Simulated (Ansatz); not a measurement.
Space group Fm-3m (No. 225). a = 11.082 Å, b = 11.082 Å, c = 11.082 Å, α = 90.00°, β = 90.00°, γ = 90.00°
| atom | site | symmetry | x | y | z |
| --- | --- | --- | --- | --- | --- |
| Cs | 8c | -43m | 0.2500 | 0.2500 | 0.7500 |
| Ag | 4b | m-3m | 0.5000 | 0.0000 | 0.0000 |
| Sb | 4a | m-3m | 0.0000 | 0.0000 | 0.0000 |
| Br | 24e | 4m.m | 0.2515 | 0.0000 | 0.0000 |

Equation of state of this Cs$_{2}$AgSbBr$_{6}$ structure (not necessarily the ground state), with shape and atoms relaxed at each volume where symmetry leaves them free. Method: DFT PBEsol, scalar-relativistic, plane waves, PAW in Ansatz.

Plane waves to 420 eV, a k mesh through Γ of 4×4×4 on the computed 10-atom cell and Gaussian smearing (0.02 eV); no spin polarisation.

```
V (Å³/atom) E − E(largest V) (meV/atom) P (GPa) gap on mesh (eV)
     29.942                        31.81     4.94              0.34
     30.963                         5.58     3.34              0.42
     31.983                       -11.33     2.01              0.50
     33.004                       -20.51     0.91              0.57
     34.025                       -23.33     0.00              0.64
     35.046                       -20.90    -0.74              0.70
     36.066                       -14.20    -1.35              0.76
     37.427                         0.00    -1.97              0.84
```

Fit a third-order Birch–Murnaghan equation to E(V).

V0 = 34.03 Å³/atom, B0 = 27 GPa, B0' = 5.6.

Spin-orbit coupling is left out, which matters for the bands of heavy elements.

Cost: 8 runs of about 3.6 core-minutes in all, on Intel Xeon Platinum 8375C (Ice Lake) (shared hosts).